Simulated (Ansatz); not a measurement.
ScNiN₂:
```xyz
4
Lattice="1.6465 0.9506 5.6341 -1.6465 0.9506 5.6341 0.0000 -1.9012 5.6341" Properties=species:S:1:pos:R:3 pbc="T T T"
Sc     0.0000     0.0000     8.4511
Ni     0.0000     0.0000     0.0000
N      0.0000     0.0000    15.1784
N      0.0000     0.0000     1.7238
```
The run is spin-polarised; directions of the spins, atom by atom: 0 ↑ ↑ ↑.

Relaxed with r²SCAN.

Problem. Map the valence electron density (e/Å³), cut off at 2 on the plane through (0.500, 0.500, 0.500) spanned by u = [1, 0, 0] and v = [-1, 1, 1] in lattice vectors, from r²SCAN in the plane-wave PAW code Ansatz.

Solution. x is the fraction of u, y of v (the angle between them is 53°; rows are the nearest grid lines); atoms in the plane: Sc at (0.00, 0.00), Ni at (0.00, 0.50), N at (0.80, 0.40), N at (0.20, 0.60).
```
y \ x   0.000  0.100  0.167  0.267  0.367  0.467  0.533  0.633  0.733  0.833  0.900   1.00
------  -----  -----  -----  -----  -----  -----  -----  -----  -----  -----  -----  -----
1.00     2.00   2.00  0.301  0.066  0.060  0.071  0.071  0.060  0.066  0.301   2.00   2.00
0.912    2.00   2.00   1.13  0.098  0.063  0.055  0.060  0.057  0.049  0.058  0.183   2.00
0.853   0.372   1.21  0.626  0.101  0.063  0.047  0.046  0.051  0.049  0.054  0.080  0.372
0.765   0.327  0.633  0.464  0.137  0.058  0.041  0.037  0.044  0.068  0.088  0.118  0.327
0.706   0.453   1.62   1.67  0.415  0.085  0.046  0.045  0.055  0.100  0.196  0.207  0.453
0.618    1.04   2.00   2.00   2.00  0.337  0.088  0.106  0.170  0.197  0.900   2.00   1.04
0.529    2.00   1.75   1.63   2.00  0.852  0.168  0.186  0.650  0.982  0.796   2.00   2.00
0.471    2.00   2.00  0.796  0.982  0.650  0.186  0.168  0.852   2.00   1.63   1.75   2.00
0.382    1.04   2.00  0.900  0.197  0.170  0.106  0.088  0.337   2.00   2.00   2.00   1.04
0.294   0.453  0.207  0.196  0.100  0.055  0.045  0.046  0.085  0.415   1.67   1.62  0.453
0.235   0.327  0.118  0.088  0.068  0.044  0.037  0.041  0.058  0.137  0.464  0.633  0.327
0.147   0.372  0.080  0.054  0.049  0.051  0.046  0.047  0.063  0.101  0.626   1.21  0.372
0.0882   2.00  0.183  0.058  0.049  0.057  0.060  0.055  0.063  0.098   1.13   2.00   2.00
0.000    2.00   2.00  0.301  0.066  0.060  0.071  0.071  0.060  0.066  0.301   2.00   2.00
```

The density is the valence pseudo-density with augmentation charge, so density and ELF within about 1 Å of a nucleus are not all-electron values.

Space group R-3m. The start of the workflow was typed in or built on a structure type; neither database checked (COD, Materials Project) lists it. Whether it is the stable phase at ambient conditions was not checked. Symmetry was held in the r²SCAN relaxation; whether a distortion lowers the energy is not shown. Magnetic state: ferromagnetic, chosen from 2 collinear starts compared on coarse meshes (ties went to the first, and starts can fall back to one state), not a proven ground state. Other orbital occupations within this spin state were not tried. No Hubbard U is applied.

Potentials: the later of the program's two PAW sets.
